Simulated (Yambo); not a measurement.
Yambo run on RbIO3 (space group R3m, No. 160). The wavefunctions come from this Quantum ESPRESSO step (LDA, PseudoDojo standard norm-conserving files, scalar-relativistic):

```
&CONTROL
  calculation = 'nscf'
  pseudo_dir = './pseudo'
  outdir = './out'
/
&SYSTEM
  ibrav = 0
  nat = 5
  ntyp = 3
  ecutwfc = 84.0
  ecutrho = 336.0
  occupations = 'fixed'
  force_symmorphic = .true.
  nbnd = 134
/
&ELECTRONS
  conv_thr = 5e-09
  diago_full_acc = .true.
  diago_thr_init = 1e-08
/
ATOMIC_SPECIES
O 15.9990 O.upf
Rb 85.4678 Rb.upf
I 126.9045 I.upf
CELL_PARAMETERS angstrom
  3.187730147000   1.840436859000   2.622110000000
 -3.187730147000   1.840436859000   2.622110000000
  0.000000000000  -3.680873717000   2.622110000000
ATOMIC_POSITIONS crystal
O   0.036530000000   0.601940000000   0.036530000000
O   0.036530000000   0.036530000000   0.601940000000
O   0.601940000000   0.036530000000   0.036530000000
Rb   0.515640000000   0.515640000000   0.515640000000
I   0.001050000000   0.001050000000   0.001050000000
K_POINTS automatic
4 4 4 0 0 0
```

Yambo input:

```
rim_cut
gw0
dyson
el_el_corr
HF_and_locXC
ppa
em1d
RandQpts= 1000000
RandGvec= 1 Ry
EXXRLvcs= 84 Ry
VXCRLvcs= 336 Ry
Chimod= "HARTREE"
% BndsRnXp
 1 | 132 |
%
NGsBlkXp= 7 Ry
% LongDrXp
 1.0 | 1.0 | 1.0 |
%
PPAPntXp= 27.2114 eV
% GbndRnge
 1 | 132 |
%
GTermKind= "BG"
DysSolver= "n"
ExtendOut
% QPkrange
 1 | 1 | 17 | 18 |
 3 | 3 | 17 | 18 |
 7 | 7 | 17 | 18 |
 13 | 13 | 17 | 18 |
%
```

k points by index: 1 = Γ, 3 = L, 7 = F, 13 = Z.

The o-*.qp file then holds:

```
#    K-point    Band    Eo [eV]    E [eV]    E-Eo [eV]    Vxc [eV]    Vnlxc [eV]    Sc|Eo [eV]    Sc|E [eV]    dSc/dw|Eo [eV]    Re(Z)    Im(Z)
#
    1    17    -1.040855    -1.983499    -0.942644    -18.59182    -24.42157    4.606565    4.887105    -8.097009    0.770675    -0.001463
    1    18    5.305377    6.340967    1.035590    -10.09391    -5.372083    -3.505135    -3.686236    -4.758197    0.851164    -0.979383E-3
    3    17    -1.015259    -1.868832    -0.853573    -17.88728    -22.56520    3.585867    3.824350    -7.601552    0.781643    -0.001378
    3    18    4.242427    5.352472    1.110046    -15.28585    -11.02459    -2.890040    -3.151213    -6.401839    0.809542    -0.001196
    7    17    -0.479319    -1.281571    -0.802251    -17.65248    -21.53444    2.868186    3.079712    -7.173809    0.791367    -0.001284
    7    18    3.421115    4.403736    0.982620    -14.40384    -10.48716    -2.710975    -2.934063    -6.177412    0.814984    -0.001155
    13    17    0.000000    -0.808753    -0.808753    -16.96359    -20.41347    2.436309    2.641134    -6.890775    0.797935    -0.001236
    13    18    2.767393    3.691086    0.923693    -13.72431    -10.04012    -2.558635    -2.760488    -5.945999    0.820672    -0.001117
```
(The two width columns are left out.) Convergence of these settings isn't established.

Spin-orbit coupling is not included.

Geometry of the Materials Project entry, not relaxed at this level.

The structure is a Materials Project entry; no match was found in the copy of COD used, and its stability was not checked.
